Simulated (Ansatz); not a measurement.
MgS:
```yaml
crystal:
  lattice:
    - [0.00000, 2.60258, 2.60258]
    - [2.60258, 0.00000, 2.60258]
    - [2.60258, 2.60258, 0.00000]
  atoms:
    - { symbol: Mg, position: [0.00000, 0.00000, 0.00000] }
    - { symbol: S, position: [0.50000, 0.50000, 0.50000] }
```

Relaxed with r²SCAN.

### Question
Give the Bader charges and basin volumes of the independent atoms, plane-wave PAW r²SCAN (Ansatz code).

### Answer


| atom | Bader charge (e) | Bader volume (Å³) |
|---|---|---|
| Mg1 | +1.71 | 5.6 |
| S2 | -1.71 | 29.6 |

Space group Fm-3m (rock salt). Symmetry was held in the r²SCAN relaxation.

Potentials: the earlier of the program's two PAW sets.
